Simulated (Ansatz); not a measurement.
**Structure relaxation, Hf**

The start is a generated cell, Hf placed in the AFLOW prototype A_tI4_139_e (as in Si). The cell and all atomic positions are relaxed at zero pressure with r2SCAN (plane waves to 500 eV, PAW, scalar-relativistic; Ansatz, a program for electronic structure). First-step values are on the input's coarse k-mesh.

Ansatz input (later rounds restart from its end on a renewed k-mesh):
Ansatz 0.2 input:
```yaml
crystal:
  lattice:
    - [-1.7945118, 1.7945118, 3.4852534]
    - [1.7945118, -1.7945118, 3.4852534]
    - [1.7945118, 1.7945118, -3.4852534]
  atoms:
    - { symbol: Hf, position: [0.819, 0.819, 0] }
    - { symbol: Hf, position: [0.181, 0.181, 0] }
basis: { ecutwfc: 500, ecutrho_ratio: 4, xc_grid: 4, fft_grid_basis: typed }
kpoints: { mp_grid: { grid: [13, 13, 13] } }
hamiltonian:
  xc: r2scan
  dispersion: none
  pseudopotentials: { azcp: { folder: ./paw }, kind: paw }
scf: { occupations: { method: fermi_dirac, width: 0.05 } }
relax: { f_tol: 0.01, max_steps: 100, cell: { stress_tol: 0.02 } }
output: { forces: true, stress: true }
```

### Question
What symmetry does the relaxed structure have?

### Answer
The space group goes from I4/mmm (No. 139) to Pm-3m (No. 221); the end is AFLOW prototype A_cP1_221_a (A_h), with 1 atom in the primitive cell.

### Question
By how much does the energy per atom fall from start to end?

### Answer
0.78 eV/atom.

### Question
How does the volume per atom move from start to end?

### Answer
+8.0 %, from 22.45 to 24.25 Å³/atom.

### Question
How do the shortest distances between atoms change?

### Answer
The closest pairs of elements (up to four, under 3.6 Å), start → end: Hf–Hf 2.52 → 2.89 Å.

### Question
Write out the relaxed structure.

### Answer

```cif
data_Hf
_chemical_formula_sum 'Hf1'
_space_group_name_H-M_alt 'Pm-3m'
_space_group_IT_number 221
_space_group_name_Hall '-P 4 2 3'
_cell_length_a 2.89439
_cell_length_b 2.89439
_cell_length_c 2.89439
_cell_angle_alpha 90.000
_cell_angle_beta 90.000
_cell_angle_gamma 90.000
loop_
_atom_site_label
_atom_site_type_symbol
_atom_site_symmetry_multiplicity
_atom_site_Wyckoff_symbol
_atom_site_fract_x
_atom_site_fract_y
_atom_site_fract_z
_atom_site_occupancy
Hf1 Hf 1 b 0.50000 0.50000 0.50000 1
```

Final values are on a 16×16×16 k-mesh of the relaxed cell. The start holds a very short contact (Hf–Hf 2.52 Å). No spin polarisation in the result.

The run could not lower the symmetry of its start; a shaken copy of this end point relaxes with r2SCAN to Fm-3m (No. 225), 1.12 eV/atom lower.

The relaxed structure here is a generated cell of Hf: the first start was made by placing the elements on the sites of a structure type, and the end was not matched to a known phase here, so it may be hypothetical. Known forms of Hf include space group No. 194.
